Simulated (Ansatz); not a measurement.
## Every step of a relaxation of fcc Ag (110), 4 layers

DFT, PBE, PAW with Ansatz's default frozen-core files, scalar-relativistic (Ansatz 0.2.0); a Γ-centred 14×10×1 k mesh, Fermi–Dirac smearing of 0.08 eV, no spin polarisation. The run relaxes the atoms in the fixed cell.

Command: `ansatz run input.yaml --threads 1 --pin off --max-ram 3584MiB --backend cpu --events-out ev --progress --plain --runs-dir out` It took 97 s on 1 thread of Intel(R) Xeon(R) 6975P-C (Granite Rapids), on a shared host, peak memory 0.7 GiB.

```yaml
crystal:
  lattice:
    - [2.9333909037, 0.0, 0.0]
    - [0.0, 4.1484411997, 0.0]
    - [0.0, 0.0, 20.4001]
  atoms:
    - { symbol: Ag, position: [0.25, 0.25, 0.3921552748] }
    - { symbol: Ag, position: [0.75, 0.75, 0.464051758] }
    - { symbol: Ag, position: [0.25, 0.25, 0.5359482416] }
    - { symbol: Ag, position: [0.75, 0.75, 0.6078447252] }
kpoints:
  mp_grid: { grid: [14, 10, 1] }
scf:
  occupations: { method: fermi_dirac, width: 0.08 }
hamiltonian:
  xc: pbe
  pseudopotentials: { kind: paw }
output:
  forces: true
  stress: true
  eigenvalues: true
  write_density: true
  write_potential: true
  elf: true
  volumetric_format: npy
relax:
  f_tol: 0.01
  max_steps: 40
efield:
  axis: 3
  amplitude: 0
  dipole_correction: true
```

Each step lists its free energy a cell above the last geometry, and Cartesian positions (Å) with forces (eV/Å).

The first step:

```
step 1  dF = 53.26 meV
  Ag 0.7333 1.0371 8.0000   0.0000 0.0000 0.3040
  Ag 2.2000 3.1113 9.4667   0.0000 0.0000 -0.2751
  Ag 0.7333 1.0371 10.9334   0.0000 0.0000 0.2751
  Ag 2.2000 3.1113 12.4001   0.0000 0.0000 -0.3040
```

Where does the relaxation end, and by which steps?

After 4 geometries, with a shortest distance of 2.849 Å. The further steps:
```
step 2  dF = 0.65 meV
  Ag 0.7333 1.0371 8.1133   0.0000 0.0000 -0.0138
  Ag 2.2000 3.1113 9.4108   0.0000 0.0000 -0.0527
  Ag 0.7333 1.0371 10.9893   0.0000 0.0000 0.0527
  Ag 2.2000 3.1113 12.2868   0.0000 0.0000 0.0138
step 3  dF = 0.09 meV
  Ag 0.7333 1.0371 8.1076   0.0000 0.0000 0.0080
  Ag 2.2000 3.1113 9.3952   0.0000 0.0000 0.0178
  Ag 0.7333 1.0371 11.0049   0.0000 0.0000 -0.0178
  Ag 2.2000 3.1113 12.2925   0.0000 0.0000 -0.0080
step 4  dF = 0.00 meV
  Ag 0.7333 1.0371 8.1101   0.0000 0.0000 -0.0004
  Ag 2.2000 3.1113 9.3992   0.0000 0.0000 0.0001
  Ag 0.7333 1.0371 11.0009   0.0000 0.0000 -0.0001
  Ag 2.2000 3.1113 12.2900   0.0000 0.0000 0.0004
```
